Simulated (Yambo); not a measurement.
Quantum ESPRESSO input (PBEsol, PseudoDojo standard norm-conserving files, scalar-relativistic) whose wavefunctions are converted with p2y:

```
&CONTROL
  calculation = 'nscf'
  pseudo_dir = './pseudo'
  outdir = './out'
/
&SYSTEM
  ibrav = 0
  nat = 8
  ntyp = 3
  ecutwfc = 102.0
  ecutrho = 408.0
  occupations = 'fixed'
  force_symmorphic = .true.
  nbnd = 195
/
&ELECTRONS
  conv_thr = 8e-09
  diago_full_acc = .true.
  diago_thr_init = 1e-08
/
ATOMIC_SPECIES
F 18.9984 F.upf
Cd 112.4140 Cd.upf
Pb 207.2000 Pb.upf
CELL_PARAMETERS angstrom
  2.643949841000   1.526485153000   5.111937000000
 -2.643949841000   1.526485153000   5.111937000000
  0.000000000000  -3.052970305000   5.111937000000
ATOMIC_POSITIONS crystal
F   0.240040000000   0.604267000000   0.915470000000
F   0.759960000000   0.395733000000   0.084530000000
F   0.915470000000   0.240040000000   0.604267000000
F   0.084530000000   0.759960000000   0.395733000000
F   0.604267000000   0.915470000000   0.240040000000
F   0.395733000000   0.084530000000   0.759960000000
Cd   0.500000000000   0.500000000000   0.500000000000
Pb   0.000000000000   0.000000000000   0.000000000000
K_POINTS automatic
1 1 1 0 0 0
```

Yambo's initialisation report on symmetry, reciprocal space, the k grid and the gaps on this mesh:

```
  [02.02] Symmetries
  ==================

  Inversion symmetry    : yes
  Spatial inversion     : yes
  Inversion index       :   4
  K-space Time-reversal : no
  Magnetic symmetries   : no
  Group table correct   : yes
  Symmetries units      :  [cc]

  [02.03] Reciprocal space
  ========================

  nG shells         :   7631
  nG charge         :  116157
  nG WFs            :  14491
  nC WFs            :  14491
  G-vecs. in first 80 shells:  [ Number ]
     1    3    9   15   21   27   29   35   47
    53   59   65   71   83   89   95  107  109
   121  127  139  145  157  163  175  181  193
   205  211  217  229  241  253  255  261  273
    285   297   303   315   327   339   351   357   363
    375   381   393   399   411   417   423   435   441
    453   465   477   479   485   497   509   521   527
    533   557   569   581   593   605   617   629   635
    659   671   683   695   701   707   713   719
  ...
  Shell energy in first 80 shells:  [ mHa ]
    0.00000      211.525      287.078      357.586      639.619      790.725      846.099      851.144      1002.25
    1077.80      1148.31      1415.21      1430.34      1636.82      1641.87      1767.75      1868.53      1903.72
    1939.04      2205.93      2221.07      2372.18      2432.59      2558.48      2583.70      2613.85      2694.45
    2996.66      3107.41      3162.90      3218.27      3349.20      3374.43      3384.39      3404.57      3449.98
    3520.49      3802.52      3898.13      4009.00      4014.04      4175.12      4195.30      4235.54      4240.70
    4275.90      4311.21      4578.11      4593.24      4688.86      4804.77      4870.11      4930.65      5026.26
    5031.43      5066.62      5101.94      5288.12      5368.84      5383.97      5535.08      5595.49      5660.84
    5721.38      5746.60      5756.57      5776.75      5816.99      6078.84      6159.56      6270.31      6280.28
    6381.18      6451.56      6512.10      6547.30      6567.48      6612.88      6683.39      6965.42
  ...

  [02.04] K-grid lattice
  ======================

  Compatible Grid is   : 0D
  K lattice UC volume  :  0.296934 [a.u.]

  IBZ K-points                                      :  1
  BZ  K-points                                      :  1

  K/Q-points units:
  rlu = crystal or reduced units; cc = cartesian coordinates; iku = interal k-units

  K [1]          [rlu]:  0.000000  0.000000  0.000000
         WF components:  14491

  [02.05] Energies & Occupations
  ==============================

  [X] === General ===
  [X] Electronic Temperature                        :  0.000000  0.000000 [eV K]
  [X] Bosonic    Temperature                        :  0.000000  0.000000 [eV K]
  [X] Finite Temperature mode                       : no
  [X] El. density                                   :  0.61395E+24 [cm-3]
  [X] Fermi Level                                   :  2.191836 [eV]

  [X] === Gaps and Widths ===
  [X] Conduction Band Min                           :  2.424458 [eV]
  [X] Valence Band Max                              :  0.000000 [eV]
  [X] Filled Bands                                  :   38
  [X] Empty Bands                                   :   39  195
  [X] Direct Gap                                    :  2.424458 [eV]
  [X] Direct Gap localized at k                     :  1
```
The gaps are PBEsol values on this mesh alone; only operations without fractional translations are kept.

Spin-orbit coupling is not included.

Geometry of the Materials Project entry, not relaxed at this level.
